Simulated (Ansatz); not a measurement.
All numbers below come from Ansatz, DFT r2SCAN, scalar-relativistic, plane waves, PAW.

Structure of FeAs2:

```xyz
6
Lattice="5.2495 0.0000 0.0000 0.0000 5.9662 0.0000 0.0000 0.0000 2.8731" Properties=species:S:1:pos:R:3 pbc="T T T"
Fe    0.0000    0.0000    0.0000
Fe    2.6247    2.9831    1.4365
As    0.9378    2.1661    0.0000
As    4.3117    3.8001    0.0000
As    3.5625    0.8170    1.4365
As    1.6870    5.1492    1.4365
```

Cutoff 500 eV; k points 8×6×12 on the computed 6-atom cell (Γ-centred); Gaussian smearing, width 0.02 eV; no spin polarisation.

Levels along Γ–X–S–Y–Γ–Z–U–R–T–Z | X–U | Y–T | S–R, in eV from a zero inside the gap, sorted by energy at each point. Points in fractions of the primitive reciprocal vectors: Γ (0.000 0.000 0.000), X (0.500 0.000 0.000), S (0.500 0.500 0.000), Y (0.000 0.500 0.000), Z (0.000 0.000 0.500), U (0.500 0.000 0.500), R (0.500 0.500 0.500), T (0.000 0.500 0.500).
```
point k (1/Å, with 2π) band 43  band 44  band 45  band 46  band 47  band 48  band 49
    Γ             0.000    -0.81    -0.56    -0.47    -0.34     1.75     2.46     4.37
    -             0.299    -0.82    -0.58    -0.53    -0.51     2.09     3.01     3.69
    X             0.599    -0.88    -0.88    -0.57    -0.57     3.39     3.39     3.86
    -             0.862    -1.15    -1.15    -0.54    -0.54     2.27     2.27     4.53
    S             1.125    -1.24    -1.24    -0.51    -0.51     1.54     1.54     4.52
    -             1.424    -0.81    -0.81    -0.55    -0.55     1.96     1.96     4.02
    Y             1.724    -0.60    -0.60    -0.47    -0.47     2.61     2.61     3.06
    -             1.987    -0.74    -0.58    -0.53    -0.39     1.91     2.81     2.82
    Γ             2.250    -0.81    -0.56    -0.47    -0.34     1.75     2.46     4.37
    -             2.797    -1.04    -0.96    -0.92    -0.48     0.26     1.12     1.80
    Z             3.344    -1.30    -1.30    -0.61    -0.61     0.61     0.61     2.11
    -             3.643    -1.35    -1.35    -0.64    -0.64     0.74     0.74     1.88
    U             3.942    -1.16    -1.16    -0.70    -0.70     0.90     0.90     1.82
    -             4.205    -1.08    -1.08    -0.50    -0.50     0.84     0.84     2.07
    R             4.468    -1.10    -1.10    -0.26    -0.26     0.69     0.69     2.63
    -             4.768    -1.12    -1.12    -0.70    -0.70     0.65     0.65     1.89
    T             5.067    -1.24    -1.24    -0.68    -0.68     0.59     0.59     1.03
    -             5.330    -1.39    -1.39    -0.79    -0.79     0.61     0.61     1.57
    Z             5.594    -1.30    -1.30    -0.61    -0.61     0.61     0.61     2.11
    X             5.594    -0.88    -0.88    -0.57    -0.57     3.39     3.39     3.86
    -             6.140    -1.07    -1.07    -0.72    -0.72     1.52     1.52     2.03
    U             6.687    -1.16    -1.16    -0.70    -0.70     0.90     0.90     1.82
    Y             6.687    -0.60    -0.60    -0.47    -0.47     2.61     2.61     3.06
    -             7.234    -1.29    -1.29    -0.28    -0.28     0.72     0.72     2.53
    T             7.780    -1.24    -1.24    -0.68    -0.68     0.59     0.59     1.03
    S             7.780    -1.24    -1.24    -0.51    -0.51     1.54     1.54     4.52
    -             8.327    -1.39    -1.39    -0.52    -0.52     0.90     0.90     2.06
    R             8.874    -1.10    -1.10    -0.26    -0.26     0.69     0.69     2.63
```

A ferromagnetic start lost its moments in a first run, so spin was left out; other magnetic orders weren't tried.

Cost: 1 run of about 7.2 core-minutes, on Arm Neoverse V1 (shared hosts).